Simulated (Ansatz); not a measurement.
Relaxed Ti (hcp, Mg type):

```
CELL_PARAMETERS angstrom
      2.93885     0.00000     0.00000
     -1.46943     2.54512     0.00000
      0.00000     0.00000     4.64996
ATOMIC_POSITIONS crystal
  Ti 0.33333 0.66667 0.75000
  Ti 0.66667 0.33333 0.25000
```

Scan: atom 2 (Ti, nearest neighbour Ti at 2.878 Å; its periodic images, 2.9 Å or more away, move with it) is displaced along Cartesian x, direction (1.000, 0.000, 0.000) in Cartesian axes, by s. The other atoms stay.

Level of theory: PBE (plane waves to 420 eV, PAW, scalar-relativistic; Ansatz, a quantum-chemistry and plane-wave program). k mesh 15×15×8 (Γ-centred), Fermi-Dirac smearing 0.05 eV. E stands for the smeared free energy. With partly filled bands, energies and forces of such displacements shift with the k mesh and the smearing. The PAW data are Ansatz's earlier set. Ti is run without spin polarisation. Ti was relaxed with its symmetry unable to fall. ΔE is measured from the undisplaced structure. The last digit holds for this mesh only.

| s (Å) | ΔE (meV/cell) |
|---|---|
| -0.860 | 315.7 |
| -0.688 | 236.7 |
| -0.516 | 151.7 |
| -0.344 | 78.1 |
| -0.172 | withheld |
| 0.000 | 0.0 |
| 0.172 | withheld |
| 0.344 | 78.1 |
| 0.516 | 151.7 |
| 0.688 | 236.7 |
| 0.860 | 315.7 |

Q: Fit an even polynomial form (powers 2, 4, 6) to the given rows and predict ΔE at s = -0.172.

A: Least squares on the 9 given rows: ΔE = (706.2)·s² + (-548.0)·s⁴ + (230.6)·s⁶, in meV/cell with s in Å; root-mean-square residual 1.27 meV/cell. At -0.172 the fit gives 20.4 meV/cell; the calculation gives 22.1 meV/cell, so the interpolation is off by -1.7 (-7.7 %). The quadratic term alone would give 20.9 meV/cell.

(A displaced cell: forces are minus the slopes of the energy, force constants its curvatures, and phonons follow from these.)
